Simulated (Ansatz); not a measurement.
**Slab of bcc Cs (110), 1 layer**

The slab is cut from the bcc crystal, the stable phase, as relaxed on PAW files (110.45 Å³/atom), with 20 Å of vacuum and a dipole correction:

```yaml
crystal:
  lattice:
    - [5.23512, 0.00000, 0.00000]
    - [-1.74504, 4.93572, 0.00000]
    - [0.00000, 0.00000, 20.00000]
  atoms:
    - { symbol: Cs, position: [0.00000, 0.00000, 0.50000] }
```

All numbers are PBEsol results (scalar-relativistic) from Ansatz 0.2.0, with a Γ-centred 8×8×1 k mesh, Fermi–Dirac smearing of 0.05 eV, no spin polarisation. Methods: LAPW: all electrons, basis error target 1 meV/atom; PAW: frozen-core files, cutoff 420 eV.

The bulk energy comes from a cell in the slab's orientation on a 8×8×5 mesh. The surface energy is (E(slab) − N·E(bulk))/2A at zero smearing, the mean of both faces; thin slabs carry quantum-size effects.

Spin–orbit coupling is left out, which matters for the heavy atoms. The PAW files were made under PBE. The cell is 1×1, so reconstructions are forbidden, and in slabs of four or five layers the relaxations can be far larger than at a real surface.

As cut, the LAPW slab lies 0.243 eV above 1 atom of bulk. What surface energy is that?

Over two faces of 25.84 Å² it is 4.7 meV/Å², and times 16.02 J/m² per eV/Å² that gives γ = 0.075 J/m².

```csv
method,γ as cut (J/m²),Φ as cut (eV)
LAPW,0.075,2.19
PAW,0.075,2.19
```

What changes if the images along the normal are cut off in place of the dipole correction?

LAPW then gives: no gap, work function 2.19 eV; PAW: no gap, work function 2.19 eV.

A field of 0.1 V/Å is applied along the normal, atoms held. What follows?

LAPW finds an induced dipole of 0.0874 e·Å a cell (PAW 0.0875), that is 6.12 Å for 4πα over the area, against 0.00 Å between the outer atoms.
